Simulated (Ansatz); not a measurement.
# Al₃CoRu₂: phonons across the zone

These are results of Ansatz, DFT PBE, scalar-relativistic, plane waves, PAW, not measurements. Cutoff 420 eV, 12×12×8 k-points (Γ-centred), Fermi-Dirac smearing of 0.15 eV. No spin polarisation. Phonons by linear response, acoustic sum rule imposed.

The cell, relaxed at this level:
```yaml
crystal:
  lattice:
    - [4.18843, 0.00000, 0.00000]
    - [-2.09422, 3.62729, 0.00000]
    - [0.00000, 0.00000, 5.13234]
  atoms:
    - { symbol: Al, position: [0.66667, 0.33333, 0.83606] }
    - { symbol: Al, position: [0.33333, 0.66667, 0.16394] }
    - { symbol: Al, position: [0.00000, 0.00000, 0.50000] }
    - { symbol: Co, position: [0.00000, 0.00000, 0.00000] }
    - { symbol: Ru, position: [0.66667, 0.33333, 0.32822] }
    - { symbol: Ru, position: [0.33333, 0.66667, 0.67178] }
```

It was reached by relaxing an invented guess, and it needn't be the stable form of this composition. In a metal, frequencies and elastic constants depend on the k mesh and the smearing, soft modes and shear constants most. The q mesh is coarse, so values between its points are rough.

Force constants from linear response on a 2×2×1 q mesh.

Q: Is the structure dynamically stable on the q mesh?

A: Yes, on this mesh: no mode is imaginary.

Q: Give the frequencies (cm⁻¹) at the zone-boundary points of high symmetry (interpolated where a point lies off the q mesh).

A:
| point | q | frequencies |
| --- | --- | --- |
| M | 0.500 0.000 0.000 | 126 128 128 139 142 171 188 191 199 266 295 300 304 309 332 344 355 363 |
| K | 0.333 0.333 0.000 | 117 121 121 171 171 176 179 188 188 259 286 286 323 325 332 332 358 358 |
| A | 0.000 0.000 0.500 | 78 78 118 118 125 128 210 210 212 260 306 306 319 319 339 339 340 351 |
| L | 0.500 0.000 0.500 | 110 122 125 140 166 172 188 198 208 258 283 294 311 329 334 346 349 350 |
| H | 0.333 0.333 0.500 | 116 116 131 168 168 174 187 187 195 256 296 296 306 330 334 334 352 352 |
